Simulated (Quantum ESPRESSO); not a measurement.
C is taken in the hexagonal space group P6₃/mmc (No. 194), Pearson symbol hP4. Lattice parameters: a = 2.467 Å, b = 2.467 Å, c = 7.803 Å, α = 90.00°, β = 90.00°, γ = 120.00°. C1 on 2b is surrounded by 3 C at 1.424 Å (trigonal planar). C2 on 2c has 3 C at 1.424 Å (trigonal planar). (Neighbours: up to the widest gap in distance over summed covalent radii, below 1.35, at either atom.)

The geometry is that of Materials Project entry mp-48, symmetrised and not relaxed again.

Task: What does norm-conserving LDA (Quantum ESPRESSO, 82 Ry, no spin-orbit coupling) give for the electronic structure near the Fermi level?

Result: At this level the gap is closed or nearly so: along the path the highest valence and lowest conduction bands touch, or overlap by less than 0.6 eV, a zero-gap or semimetallic result; the valence top lies at 75 % of the way from K to H, the conduction bottom at K. 

The distance between layers or molecules is the database entry's, not relaxed here. Functionals without dispersion can leave it too large, which widens gaps and weakens the response across layers: the numbers belong to this cell.
